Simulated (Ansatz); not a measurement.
## SiO2 — quadrupolar parameters

The cell is a COD entry, ions relaxed with PBE at fixed cell.

Space group P4_12_12 (No. 92); a = 4.9080, c = 6.7840 Å.

```csv
site,Wyckoff,site symmetry,x,y,z
Si,4a,..2,0.3123,0.3123,0.0000
O,8b,1,0.2337,0.1302,0.1920
```

One atom of each set is listed.

Level of theory: DFT, PBE, plane waves and PAW (field gradients read without the response of the frozen cores, which leaves them typically 4 to 6 % off), scalar-relativistic, 420 eV cutoff, Γ-centred 5×5×4 k-points, Fermi–Dirac smearing 0.02 eV (Ansatz 0.2.0).

Conventions: |V_zz| ≥ |V_yy| ≥ |V_xx|, η = (V_xx − V_yy)/V_zz, C_Q = eQV_zz/h.

O-17: I = 5/2, Q = -25.58 mb. Quadrupole moments are those of Pyykkö's year-2017 table.

(1) Give the quadrupolar parameters of the distinct sites.

Answers

(1) 

| site | atoms | first shell | V_xx, V_yy, V_zz (10²¹ V/m²) | η | C_Q (MHz) |
| --- | --- | --- | --- | --- | --- |
| Si | 4 | 4 O at 1.62–1.63 Å | 0.036, 0.38, -0.42 | 0.83 | – |
| O | 8 | 2 Si at 1.62–1.63 Å, angle 139° | -3.58, -5.87, 9.45 | 0.24 | -5.85 |

At O V_zz runs parallel to the line that joins its two neighbours (within 1°).

Si has no stable isotope with a ground-state quadrupole moment in the table, so no C_Q is given.

The cell is 5 % smaller than that of α-cristobalite at ambient conditions, so the entry probably stands for a crystal under pressure.
